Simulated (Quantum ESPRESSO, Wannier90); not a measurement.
**W (bcc (W type)): Wannier90 run**

```xyz
1
Lattice="-1.5852 1.5852 1.5852 1.5852 -1.5852 1.5852 1.5852 1.5852 -1.5852" Properties=species:S:1:pos:R:3 pbc="T T T"
W      0.0000     0.0000     0.0000
```

Structure: Materials Project mp-91, symmetrised, not relaxed again. This is the element's usual structure. Level: PBEsol, spinors with spin-orbit coupling; pw.x of Quantum ESPRESSO at 60 Ry with PseudoDojo potentials, 10×10×10 k-points, Wannier90. Density: 18×18×18 mesh, cold smearing 0.01 Ry.

A tight-binding model is made by disentanglement and projection with no localisation steps (num_iter = 0), so the 18 orbitals stay atom-like: hydrogen-like W: s;p;d, axes along x, y, z; frozen window up to 3.00 eV relative to the Fermi level. It follows pw.x to 4.0 meV rms for states up to 1.0 eV relative to the Fermi level. Matrix elements depend on this choice of orbitals and windows.

The 20 largest hoppings ⟨m,0|H|n,R⟩ between different sites (one of each Hermitian pair; signs follow the real orbitals' lobes; the list may end inside a set of equal values):

```csv
m,n,R,distance of the centres (Å),t (eV),Im t (eV)
W1 px↑,W1 px↑,0 1 1,3.17,2.671,0.000
W1 px↓,W1 px↓,0 1 1,3.17,2.670,0.000
W1 pz↑,W1 pz↑,1 1 0,3.17,2.670,0.000
W1 py↑,W1 py↑,1 0 1,3.17,2.670,0.000
W1 py↓,W1 py↓,1 0 1,3.17,2.670,0.000
W1 pz↓,W1 pz↓,1 1 0,3.17,2.670,0.000
W1 pz↑,W1 dz2↑,1 1 0,3.17,-1.361,0.000
W1 pz↓,W1 dz2↓,1 1 0,3.17,-1.361,0.000
W1 dz2↑,W1 pz↑,1 1 0,3.17,1.361,0.000
W1 dz2↓,W1 pz↓,1 1 0,3.17,1.361,0.000
W1 s↑,W1 px↑,0 0 1,2.75,1.247,-0.023
W1 s↑,W1 py↑,0 0 1,2.75,1.247,0.023
W1 s↓,W1 px↓,0 0 1,2.75,1.247,0.023
W1 s↓,W1 py↓,0 0 1,2.75,1.247,-0.023
W1 px↑,W1 s↑,0 0 1,2.75,-1.247,-0.023
W1 px↓,W1 s↓,0 0 1,2.75,-1.247,0.023
W1 py↑,W1 s↑,0 0 1,2.75,-1.247,0.023
W1 py↓,W1 s↓,0 0 1,2.75,-1.247,-0.023
W1 s↑,W1 px↑,0 1 0,2.75,1.247,0.023
W1 s↑,W1 py↑,0 1 0,2.75,-1.247,0.023
```
